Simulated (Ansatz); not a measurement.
Input and command of a plane-wave DFT calculation in Ansatz:

```yaml
crystal:
  lattice:
    - [6.3396999941, 0.0, 0.0]
    - [0.0, 5.0196956475, 0.0]
    - [0.0, 0.0, 26.5531981218]
  atoms:
    - { symbol: Hf, position: [0.5, 0.75, 0.301281976] }
    - { symbol: Hf, position: [0.0, 0.75, 0.301281976] }
    - { symbol: Hf, position: [0.75, 0.25, 0.335743244] }
    - { symbol: Hf, position: [0.25, 0.25, 0.335743244] }
    - { symbol: Hf, position: [0.75, 0.75, 0.4046657798] }
    - { symbol: Hf, position: [0.25, 0.75, 0.4046657798] }
    - { symbol: Hf, position: [0.0, 0.25, 0.4403290139] }
    - { symbol: Hf, position: [0.5, 0.25, 0.4403290139] }
    - { symbol: Hf, position: [0.0, 0.75, 0.5064326813] }
    - { symbol: Hf, position: [0.5, 0.75, 0.5064326813] }
    - { symbol: Hf, position: [0.25, 0.25, 0.539243036] }
    - { symbol: Hf, position: [0.75, 0.25, 0.539243036] }
    - { symbol: C, position: [-0.125, 0.0, 0.7161708764] }
    - { symbol: Cl, position: [-0.125, 0.0, 0.6492109573] }
    - { symbol: H, position: [-0.2248035057, -0.1659174559, 0.7300976358] }
    - { symbol: H, position: [0.0386720516, -0.0261984406, 0.7300976358] }
    - { symbol: H, position: [-0.1888685459, 0.1921158965, 0.7300976358] }
basis:
  ecutwfc: 420
kpoints:
  mp_grid: { grid: [3, 4, 1] }
hamiltonian:
  xc: pbe
  dispersion: d3bj
scf:
  occupations: { method: gaussian, width: 0.1 }
output:
  forces: true
  eigenvalues: true
  write_density: true
  write_potential: true
  elf: true
  volumetric_format: npy
relax:
  adjacent_minimum: "off"
  f_tol: 0.04
  max_steps: 100
  constraints: [{ sites: [0, 1, 2, 3, 4, 5] }]
efield:
  axis: 3
  dipole_correction: true
  ramp_width: 0.04
```

```bash
ansatz run input.yaml --threads 4 --pin off --max-ram 12288MiB --backend cpu --events-out ev --progress --plain --runs-dir out
```

Processor: Intel(R) Xeon(R) Platinum 8259CL CPU @ 2.50GHz (Skylake/Cascade Lake), 4 threads, on a host shared with other jobs.

Task: Estimate time, memory and problem size.

Result: About 26 min on 4 threads of Intel(R) Xeon(R) Platinum 8259CL CPU @ 2.50GHz (Skylake/Cascade Lake), on a shared host, peak memory 3.6 GiB. It solves 196 bands at 7 k points (the mesh reduced by symmetry) with about 16577 plane waves, in 273 SCF iterations over 41 ionic steps.
